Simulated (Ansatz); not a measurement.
Nb2C:
```cif
data_C4Nb8
_chemical_formula_sum 'Nb8 C4'
_space_group_name_H-M_alt 'Pnma'
_space_group_IT_number 62
_space_group_name_Hall '-P 2ac 2n'
_cell_length_a 10.97287
_cell_length_b 3.09351
_cell_length_c 4.97577
_cell_angle_alpha 90.000
_cell_angle_beta 90.000
_cell_angle_gamma 90.000
loop_
_space_group_symop_operation_xyz
  'x, y, z'
  '-x, -y, -z'
  '-x+1/2, -y, z+1/2'
  'x+1/2, y, -z+1/2'
  'x+1/2, -y+1/2, -z+1/2'
  '-x+1/2, y+1/2, z+1/2'
  '-x, y+1/2, -z'
  'x, -y+1/2, z'
loop_
_atom_site_label
_atom_site_type_symbol
_atom_site_symmetry_multiplicity
_atom_site_Wyckoff_symbol
_atom_site_fract_x
_atom_site_fract_y
_atom_site_fract_z
_atom_site_occupancy
Nb1 Nb 4 c 0.20340 0.25000 0.23485 1
Nb2 Nb 4 c 0.04594 0.25000 0.74606 1
C1 C 4 c 0.12435 0.75000 0.49033 1
```

This is the r²SCAN-relaxed structure.

**Question.** All from plane-wave PAW r²SCAN (Ansatz code), unless another level is named. Give the formation energy from the elements (no fitted shifts).

**Answer.** -0.59 eV/atom.

**Question.** Next, the density of states at the Fermi level?

**Answer.** 0.18 states/eV per atom (mean over ±0.08 eV).

**Question.** Give the gap with spin–orbit coupling.

**Answer.** none (metallic).

The first step of the workflow began from a Materials Project structure, measured or hypothetical; the Crystallography Open Database copy checked does not list it. Whether it is the stable phase at ambient conditions was not checked. Symmetry was held in the r²SCAN relaxation; whether a distortion lowers the energy is not shown. The run is not spin-polarised. The references are the lowest solids computed at this level, not always the standard phases. Scalar-relativistic: spin–orbit coupling is off unless named, which matters more the heavier the elements.

Potentials: the earlier of the program's two PAW sets. The files were generated under PBE; for other functionals the program regenerates the frozen cores, and for LDA and PBEsol the local potential too.
